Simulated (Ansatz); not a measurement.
A trial cell of MnInC6N6, before relaxation:

```
Mn In C N
1.0
     0.00000    5.20100    5.20100
     5.20100    0.00000    5.20100
     5.20100    5.20100    0.00000
Mn In C N
1 1 6 6
Direct
  0.50000 0.50000 0.50000
  0.00000 0.00000 0.00000
  0.80763 0.19237 0.19237
  0.19237 0.80763 0.19237
  0.19237 0.19237 0.80763
  0.19237 0.80763 0.80763
  0.80763 0.19237 0.80763
  0.80763 0.80763 0.19237
  0.69515 0.30485 0.30485
  0.30485 0.69515 0.30485
  0.30485 0.30485 0.69515
  0.30485 0.69515 0.69515
  0.69515 0.30485 0.69515
  0.69515 0.69515 0.30485
```

The calculation used Ansatz, DFT PBE, scalar-relativistic, plane waves, PAW. Cutoff 420 eV, Gaussian smearing, Γ-centred meshes. Cell and atoms relax first on a coarse mesh and then on a finer one. In between, the cell is made exact in the group found at 0.06 Å. In metals the finer mesh still leaves noise of several meV/atom or more. The steps can't lower the symmetry of their start. Collinear spin, starting moments Mn 4.0 μB.

A guess keeps its type if space group and coordination stay and the shape of the cell changes little (axis ratios within about 15 %, angles within 6°); the volume may change.

Problem. Will the relaxed cell still be of the starting type?

Solution. It keeps its type. The symmetry stays Fm-3m (No. 225). The volume per atom grows by 21.0 %, from 20.1 to 24.3 Å³. The shortest distance stays 1.17 Å (C–N). Counting neighbours within 15 % of an atom's shortest distance, the start has C 1, In 6, Mn 6, N 1 and the end C 1, In 6, Mn 6, N 1.

The last run used collinear spin, a 6×6×6 mesh for its 14-atom cell and Gaussian smearing of 0.10 eV. Another magnetic order may lie lower. Symmetry constrained the relaxation, so the result can be a saddle point.
